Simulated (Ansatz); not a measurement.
The relaxed structure here is a generated cell of ZrGe: the first start was made by placing the elements on the sites of a structure type, and the end was not matched to a known phase here, so it may be hypothetical.

A trial cell of ZrGe was relaxed with r2SCAN (plane waves to 500 eV, PAW, scalar-relativistic; Ansatz, an electronic-structure program).

Before: Imm2 (No. 44), oI4; a = 5.380 Å, b = 5.526 Å, c = 2.960 Å, α = β = γ = 90.00°.

After relaxation:

Simulated powder pattern, Mo Kα, λ = 0.71073 Å (kinematic, ideal powder, no thermal factors, no anomalous dispersion; the 24 strongest lines at most, above 1 %, up to 2θ = 45°):

| 2θ (°) | I/Imax (%) |
|---|---|
| 12.92 | 2.0 |
| 14.93 | 100 |
| 21.17 | 78 |
| 26.01 | 29 |
| 30.12 | 14 |
| 33.77 | 38 |
| 37.11 | 28 |
| 43.12 | 8.2 |

Question: Identify the relaxed structure from its pattern: crystal system, space group and cell.

Answer: Cubic, Fm-3m (No. 225), cF8, rock salt type; a = 5.4709 Å, b = 5.4709 Å, c = 5.4709 Å, α = 90.00°, β = 90.00°, γ = 90.00°. Sites: Ge 4a (0.000, 0.000, 0.000); Zr 4b (0.500, 0.500, 0.500).

Question: Index the strongest lines.

Answer: 14.93° (200), 21.17° (220), 26.01° (222), 33.77° (420), 37.11° (422).

No spin polarisation in the result.

The run could not lose the symmetry of its start: the end is stationary, and may be a saddle point rather than a minimum.
